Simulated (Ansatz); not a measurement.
Input, command and steps of an Ansatz relaxation.

```yaml
crystal:
  lattice:
    - [-1.7275153578, 2.4772969028, 1.771680607]
    - [1.7275153578, -2.4772969028, 1.771680607]
    - [1.7275153578, 2.4772969028, -1.771680607]
  atoms:
    - { symbol: P, position: [0.7804023803, 0.0304023803, 0.75] }
    - { symbol: P, position: [0.2195976197, 0.9695976197, 0.25] }
basis:
  ecutwfc: 420
kpoints:
  mp_grid: { grid: [18, 18, 18] }
hamiltonian:
  xc: pbesol
  dispersion: d3bj
scf:
  occupations: { method: gaussian, width: 0.1 }
output:
  forces: true
  stress: true
  eigenvalues: true
relax:
  adjacent_minimum: "off"
  f_tol: 0.01
  max_steps: 30
  cell: { stress_tol: 0.1, fix: [volume] }
```

```bash
ansatz run input.yaml --threads 1 --pin off --max-ram 2560MiB --backend cpu --events-out ev --progress --plain --runs-dir out
```

Method: DFT PBEsol+D3(BJ), scalar-relativistic, plane waves, PAW (Ansatz 0.2.0).

The volume is held at 1.1 times that of the relaxed cell.

Of 7 frames 6 are shown, positions in Å and forces in eV/Å; the SCF threshold varies from step to step. Steps run on the plane waves of an earlier cell, with a Pulay correction in the pressure. The basis is chosen afresh for the last frame, the zero of the energies, and at times for earlier ones too; energy and pressure step there, also at an unchanged geometry. The mark taken_back stands on steps that the optimiser undid.

```xyz
2
Lattice="-1.7275 2.4773 1.7717 1.7275 -2.4773 1.7717 1.7275 2.4773 -1.7717" Properties=species:S:1:pos:R:3:forces:R:3 pbc="T T T" step=1 free_energy_over_end_meV_per_atom=5.25 pressure_GPa=-7.40
P     0.0000    3.7159    0.1077    0.0000    0.0000    0.2378
P     1.7275   -1.2386    1.6640    0.0000    0.0000   -0.2378
2
Lattice="-1.7225 2.4753 1.7782 1.7225 -2.4753 1.7782 1.7225 2.4753 -1.7782" Properties=species:S:1:pos:R:3:forces:R:3 pbc="T T T" step=2 free_energy_over_end_meV_per_atom=3.53 pressure_GPa=-6.86
P     0.0000    3.7129    0.1151    0.0000    0.0000    0.2097
P     1.7225   -1.2376    1.6631    0.0000    0.0000   -0.2097
2
Lattice="-1.6841 2.5094 1.7941 1.6841 -2.5094 1.7941 1.6841 2.5094 -1.7941" Properties=species:S:1:pos:R:3:forces:R:3 pbc="T T T" step=3 free_energy_over_end_meV_per_atom=9.82 pressure_GPa=-2.21 taken_back
P     0.0000    3.7641    0.1704    0.0000    0.0000   -0.4842
P     1.6841   -1.2547    1.6237    0.0000    0.0000    0.4842
2
Lattice="-1.7082 2.4766 1.7922 1.7082 -2.4766 1.7922 1.7082 2.4766 -1.7922" Properties=species:S:1:pos:R:3:forces:R:3 pbc="T T T" step=4 free_energy_over_end_meV_per_atom=0.07 pressure_GPa=-4.73
P     0.0000    3.7149    0.1429    0.0000    0.0000   -0.0138
P     1.7082   -1.2383    1.6492    0.0000    0.0000    0.0138
2
Lattice="-1.7037 2.4789 1.7952 1.7037 -2.4789 1.7952 1.7037 2.4789 -1.7952" Properties=species:S:1:pos:R:3:forces:R:3 pbc="T T T" step=5 free_energy_over_end_meV_per_atom=0.02 pressure_GPa=-4.68
P     0.0000    3.7184    0.1429    0.0000    0.0000    0.0007
P     1.7037   -1.2395    1.6524    0.0000    0.0000   -0.0007
2
Lattice="-1.7046 2.4794 1.7940 1.7046 -2.4794 1.7940 1.7046 2.4794 -1.7940" Properties=species:S:1:pos:R:3:forces:R:3 pbc="T T T" step=7 free_energy_over_end_meV_per_atom=0.00 pressure_GPa=-4.71
P     0.0000    3.7191    0.1425    0.0000    0.0000    0.0000
P     1.7046   -1.2397    1.6515    0.0000    0.0000    0.0000
```

The run took 82 s on 1 thread of AMD EPYC 7R43 64-Core Processor (Zen 3) (shared host), peak memory 0.62 GiB.